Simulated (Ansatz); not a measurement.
Given:

InSb:
```cif
data_In3Sb3
_chemical_formula_sum 'In3 Sb3'
_space_group_name_H-M_alt 'P3121'
_space_group_IT_number 152
_space_group_name_Hall 'P 31 2"'
_cell_length_a 4.58743
_cell_length_b 4.58743
_cell_length_c 10.03099
_cell_angle_alpha 90.000
_cell_angle_beta 90.000
_cell_angle_gamma 120.000
loop_
_atom_site_label
_atom_site_type_symbol
_atom_site_symmetry_multiplicity
_atom_site_Wyckoff_symbol
_atom_site_fract_x
_atom_site_fract_y
_atom_site_fract_z
_atom_site_occupancy
In1 In 3 a 0.55435 0.55435 0.00000 1
Sb1 Sb 3 b 0.53564 0.53564 0.50000 1
```

This is the PBEsol-relaxed structure.

**Question.** All from DFT-PBEsol in the program Ansatz with PAW potentials, unless another level is named. Estimate the electronic character.

**Answer.** no gap, with almost no states at the Fermi level (zero-gap or semimetallic).

**Question.** Predict the formation energy from the elements (no fitted shifts).

**Answer.** 0.010 eV/atom.

Space group P3_121. The start of the workflow was typed in or built on a structure type; neither database checked (COD, Materials Project) lists it. It is not the phase usual at ambient conditions (space group No. 216). The PBEsol relaxation kept the symmetry of its start; its stability against distortions is not shown here. A small band overlap can be real or an error of a semilocal functional. The references are the lowest solids computed at this level, not always the standard phases. Spin–orbit coupling is left out wherever it is not named.

Potentials: the later of the program's two PAW sets.
